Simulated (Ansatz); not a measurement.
CsBr (CsCl type)

```yaml
crystal:
  lattice:
    - [4.38897, 0.00000, 0.00000]
    - [0.00000, 4.38897, 0.00000]
    - [0.00000, 0.00000, 4.38897]
  atoms:
    - { symbol: Cs, position: [0.00000, 0.00000, 0.00000] }
    - { symbol: Br, position: [0.50000, 0.50000, 0.50000] }
```

The slice is a {210} plane (indices of the conventional cell) through the point (0.500, 0.500, 0.500) (fractional), spanned by u = [100] and v = [021] in vectors of this cell: u (4.39 Å) and v (9.81 Å, at 90° to u). It covers one period; positions are fractions (u, v).

All values below come from PBE (plane waves to 420 eV, PAW, scalar-relativistic; Ansatz, an electronic-structure program). k mesh 8×8×8. These are valence fields of a PAW run, semicore shells included where kept as valence: close to a nucleus they are smooth pseudo fields. CsBr was relaxed with its symmetry unable to fall.

Sketch the electrostatic potential energy of an electron, from the cell's mean on this plane as a map.


```
|xxxx6999996xxx|
|xxx389999983xx|
|xx37898889873x|
|56788877788876|
|99887665667889|
|99876432346789|
|88764100014678|
|88752000002578|
|8864100x001468|
|8874100x001478|
|88752000002578|
|88764100014678|
|99876422246789|
|99987655567899|
|99987766677899|
|99988766678899|
|99987766677899|
|99987655567899|
|99876422246789|
|88764100014678|
|88752000002578|
|8874100x001478|
|8864100x001468|
|88752000002578|
|88764100014678|
|99876432346789|
|99887665667889|
|56788877788876|
|xx37898889873x|
|xxx389999983xx|
|xxxx6999996xxx|
|xxxx6999996xxx|
```
Scale: ten equal steps from -2.00 (start of '0') to 6.04 (end of '9'), in the order '0123456789'. Values: electrostatic potential energy of an electron, from the cell's mean, in eV. The map has 14 points along u (one character each, u = 0 at the left) and 32 along v (v = 0 in the bottom row). Points within 1 Å of a nucleus are blanked (x), as the pseudised field means little there. Values under -2 eV are set to -2. The zero, the cell's mean, hangs on the PAW cores.
